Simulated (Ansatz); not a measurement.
Method: DFT PBE, scalar-relativistic, plane waves, PAW (Ansatz). All cells share a 420 eV cutoff and Γ-centred k meshes spaced at most about 0.3 Å⁻¹ (about 0.25 or finer for metals, 2π included). No spin polarisation in the final relaxations.

These are static total energies at zero pressure. All come from trial cells, and lower structures may exist.

Question: Which of these relaxed structures of Sc₃SbP₂ is the lowest in energy?
A.

```
CELL_PARAMETERS angstrom
3.90236 0.00000 0.00000
0.00000 3.90236 0.00000
0.00000 0.00000 7.83337
ATOMIC_POSITIONS crystal
Sc 0.00000 0.00000 0.00000
Sc 0.50000 0.00000 0.64547
Sc 0.00000 0.50000 0.35453
Sb 0.50000 0.50000 0.00000
P 0.50000 0.00000 0.31304
P 0.00000 0.50000 0.68696
```

B.

```
CELL_PARAMETERS angstrom
1.88616 1.08898 10.13426
-1.88616 1.08898 10.13426
0.00000 -2.17795 10.13426
ATOMIC_POSITIONS crystal
Sc 0.87543 0.87543 0.87543
Sc 0.44395 0.44395 0.44395
Sc 0.01300 0.01300 0.01300
Sb 0.27841 0.27841 0.27841
P 0.16057 0.16057 0.16057
P 0.72624 0.72624 0.72624
```

C.

```
CELL_PARAMETERS angstrom
3.31043 0.00000 0.00000
0.00000 3.31043 0.00000
0.00000 0.00000 10.74737
ATOMIC_POSITIONS crystal
Sc 0.50000 0.50000 0.21243
Sc 0.50000 0.50000 0.50000
Sc 0.50000 0.50000 0.78757
Sb 0.00000 0.00000 0.00000
P 0.00000 0.00000 0.34324
P 0.00000 0.00000 0.65676
```

D.

```
CELL_PARAMETERS angstrom
1.90281 1.09859 10.17642
-1.90281 1.09859 10.17642
0.00000 -2.19717 10.17642
ATOMIC_POSITIONS crystal
Sc 0.60356 0.60356 0.60356
Sc 0.39644 0.39644 0.39644
Sc 0.50000 0.50000 0.50000
Sb 0.00000 0.00000 0.00000
P 0.21943 0.21943 0.21943
P 0.78057 0.78057 0.78057
```

Answer: B. It has space group R3m (No. 160); the next, D, with space group R-3m (No. 166), lies 61 meV/atom higher. Counting P or Sb atoms around Sc (for each partner element, those within 1.25 times its shortest distance or 1.15 times the sum of covalent radii, where it is the nearest in units of that sum or under 1.3), the lowest and the next both have Sc 6.

These runs have no spin–orbit coupling, which can matter for Sb. Cells relaxed within their symmetry can be saddle points. The R3m cell of Sc3SbP2 came from shaking the P4/mmm one. Some candidate types were left out of the draw beforehand, so a known form may be missing.
